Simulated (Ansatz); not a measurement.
Starting cell, Sn (diamond):

```yaml
crystal:
  lattice:
    - [0.00000, 6.65536, 6.65536]
    - [3.32768, 3.32768, 6.65536]
    - [3.32768, 3.32768, 0.00000]
  atoms:
    - { symbol: Sn, position: [0.00000, 0.25000, 0.25000] }
    - { symbol: Sn, position: [0.50000, 0.25000, 0.25000] }
    - { symbol: Sn, position: [0.00000, 0.00000, 0.00000] }
    - { symbol: Sn, position: [0.50000, 0.00000, 0.00000] }
```

A phonon eigenvector at X = (0.5, 0.5, 0.0) is frozen into this cell: atom i moves by Q times the vector below, so Q is the largest atomic displacement, in Å. The cell is held. It is one choice among 2 degenerate patterns. (q is in reciprocal vectors of the primitive cell; the cell shown is doubled to hold the pattern.)

```json
[
 {"atom": "Sn1", "x": "0.000", "y": "0.000", "z": "-1.000"},
 {"atom": "Sn2", "x": "0.000", "y": "0.000", "z": "1.000"}
]
```

Atoms not listed stay in place.

Method: PBE (plane waves to 420 eV, PAW, scalar-relativistic; Ansatz, an electronic-structure program). k mesh 12×12×12 (Γ-centred), Fermi-Dirac smearing 0.05 eV. E stands for the smeared free energy. With partly filled bands, energies and forces of such displacements shift with the k mesh and the smearing. Sn was relaxed with its symmetry unable to fall. The relaxed volume of Sn is well above the measured one; the method has no dispersion term. The zero of ΔE is the undisplaced structure. The last digit holds for this mesh only.

```tsv
Q (Å)	ΔE (meV/cell)
-0.2800	658.7
-0.2333	461.3
-0.1867	withheld
-0.1400	167.9
-0.0933	74.9
-0.0467	18.8
0.0000	0.0
0.0467	18.8
0.0933	74.9
0.1400	167.9
0.1867	withheld
0.2333	461.3
0.2800	658.7
```

Fit an even polynomial form (powers 2, 4) to the given rows and predict ΔE at Q = -0.1867.

Least squares on the 11 given rows: ΔE = (8632)·Q² + (-2921)·Q⁴, in meV/cell with Q in Å; root-mean-square residual 0.10 meV/cell. At -0.1867 the fit gives 297.3 meV/cell; the calculation gives 297.1 meV/cell, so the interpolation is off by 0.2 (+0.1 %). The quadratic term alone would give 300.9 meV/cell.

(For displaced atoms, the force is minus the slope of the energy, and its curvature is a force constant, which sets phonon frequencies.)
